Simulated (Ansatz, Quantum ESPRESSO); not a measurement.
## NaLaMnMoO6: programs and potentials compared

```xyz
10
Lattice="5.1093 -0.0067 0.0106 -0.2394 5.6893 0.0070 -0.9290 -2.8254 5.1188" Properties=species:S:1:pos:R:3 pbc="T T T"
Na    1.9223    1.9516    0.3919
La   -0.6075    1.8350    3.5165
Mn    1.8742   -0.9083    2.0852
Mo    4.0976    4.6175    1.5746
O     2.6717    1.1441    5.1017
O     2.9598    3.6581    2.8448
O     3.1703    0.4987    1.9182
O     0.4613    3.2483    1.8839
O     0.7994   -0.1395    0.5996
O     0.3708   -0.2245    3.2390
```

The cell comes from a database or a generator and needn't be the stable form of this composition.

Alike in all runs: task single point; functional PBE; k mesh 6 × 6 × 5; occupations fermi-dirac, width 0.05 eV; collinear spin, ferromagnetic start; no spin-orbit coupling. Pressure is positive in compression and, in plane waves, holds the error of the finite cutoff, which Ansatz's Pulay term estimates and takes out.

```csv
program and potentials,plane-wave cutoff (eV),notes,pressure (GPa),net moment per atom (μB),largest force (eV/Å)
"Ansatz, SPMS NC",1034,Pulay term of +0.34 GPa included,0.29,0.30,0.091
"Ansatz, Ansatz PAW (files of its older set among them)",900,Pulay term of +0.04 GPa included,0.01,0.30,0.010
"Ansatz, JTH PAW",1800,-,0.60,0.30,0.082
"Ansatz, Ansatz NC",1497,Pulay term of +0.02 GPa included,-0.01,0.30,0.040
"Quantum ESPRESSO, SSSP 1.3 efficiency PBE",884,-,0.24,0.30,0.092
"Ansatz, PseudoDojo standard (PBE files)",1497,-,-0.11,0.30,0.085
```

Force on atom 4 (Mo), eV/Å:

| program and potentials | x | y | z |
| --- | --- | --- | --- |
| Ansatz, SPMS NC | 0.090 | -0.003 | -0.011 |
| Ansatz, JTH PAW | 0.060 | 0.031 | 0.047 |
| Ansatz, Ansatz NC | 0.039 | 0.004 | 0.008 |
| Quantum ESPRESSO, SSSP 1.3 efficiency PBE | 0.090 | 0.017 | 0.011 |
| Ansatz, PseudoDojo standard (PBE files) | 0.084 | -0.003 | -0.011 |

The pressure spans -0.11 (Ansatz, PseudoDojo standard (PBE files)) to 0.60 GPa (Ansatz, JTH PAW). All agree on the net moment per atom. The state is the one that the start led to, which needn't be the lowest.

The functional is the same throughout but for its coding, so the spread measures potentials, basis and numerics; runs on potential files found faulty are left out.
